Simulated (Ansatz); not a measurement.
# Mn3IrN: do energies and stresses tell the same story?

The calculation used Ansatz 0.2.0, DFT r2SCAN, scalar-relativistic, plane waves, PAW.

Settings: cutoff 500 eV, Γ-centred mesh 10×10×10 on the computed 5-atom cell, Gaussian smearing of 0.10 eV; collinear spin from starting moments 3.32 3.32 3.32 0.33 0 μB.

Relaxed cell: Pm-3m, a = 3.931 Å, b = 3.931 Å, c = 3.931 Å, α = 90.00°, β = 90.00°, γ = 90.00°, 5 atoms in the primitive cell. Whether it is the stable form of this composition wasn't checked.

Energies at zero smearing and pressures from the stress tensor, at volumes with shape and atoms relaxed:
| V (Å³/atom) | E − E(first) (meV/atom) | P (GPa) |
| --- | --- | --- |
| 11.422 | 0.00 | 12.99 |
| 11.786 | -21.52 | 6.02 |
| 12.151 | -28.04 | 0.04 |
| 12.515 | -22.21 | -4.47 |
| 12.880 | -7.99 | -6.80 |

Task: Check P = −dE/dV between neighbouring volumes, and get the bulk modulus from the pressures alone.

Result: With 1 eV/Å³ = 160.2 GPa:
```json
{"middle V (Å³/atom)": "11.604", "−ΔE/ΔV (GPa)": "9.458", "mean P (GPa)": "9.507"}
{"middle V (Å³/atom)": "11.968", "−ΔE/ΔV (GPa)": "2.865", "mean P (GPa)": "3.033"}
{"middle V (Å³/atom)": "12.333", "−ΔE/ΔV (GPa)": "-2.560", "mean P (GPa)": "-2.214"}
{"middle V (Å³/atom)": "12.697", "−ΔE/ΔV (GPa)": "-6.251", "mean P (GPa)": "-5.637"}
```

The two differ by 0.61 GPa at most. The mean of two end pressures misses the average over a step by about ΔV² P″/12, up to 0.22 GPa here; with that taken off 0.39 GPa remains. The stress is the derivative of the free energy, not of the energy at zero smearing, and with free energies 0.09 GPa remains. The largest site moment goes from 2.86 to 3.24 μB along the series, which bends P(V). Around V = 12.151 Å³/atom, the two neighbours give B = −V ΔP/ΔV = 12.151 × 10.49 / 0.729 = 174.9 GPa, against B0 = 172.2 GPa from the Birch–Murnaghan fit of the energies.

The state reached may not be the lowest one. Spin-orbit coupling is left out, which matters for the bands of heavy elements. The run saw a state lower than the one given here. Moments started parallel, and an antiferromagnetic order may lie lower.

Only this magnetic start was tried.